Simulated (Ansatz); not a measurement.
# Ionic part of the dielectric constant of CaC$_{2}$, mode by mode

These are results of DFT LDA, scalar-relativistic, plane waves, PAW (Ansatz), not measurements. Cutoff 420 eV, 9×9×9 k-points (Γ-centred), fixed occupations. No spin polarisation. Phonons by linear response, acoustic sum rule imposed.

It takes space group R-3m (No. 166, trigonal). The conventional cell has a = 3.770 Å, b = 3.770 Å, c = 11.558 Å, α = 90.00°, β = 90.00°, γ = 120.00°. Ca (site symmetry -3m) is surrounded by 6 C at 2.54 Å. Around C (site symmetry 3m) lie 1 C at 1.25 Å.

The primitive cell has V = 47.43 Å³ and ε∞,yy = 3.592. Each polar mode adds Δε = (4.92064×10⁷/V)·S/ν² along y, with S its oscillator strength in e²/amu, ν in cm⁻¹ and V in Å³.

Question: From these modes, find each Δε and ε0,yy.
| ν (cm⁻¹) | S_yy (e²/amu) |
| --- | --- |
| 290.9 | 0.3567 |

Answer:
| ν (cm⁻¹) | Δε |
| --- | --- |
| 290.9 | 4.37 |

The sum is 4.372, so ε0,yy = 7.96; the run's tensor has 7.96.

Question: Where do the longitudinal modes lie for a wave vector along y?

Answer: At 433 cm⁻¹. The Lyddane–Sachs–Teller product Π(ν_LO/ν_TO)² = 2.22 matches ε0/ε∞ = 2.22.

Whether CaC2 exists in this form wasn't checked.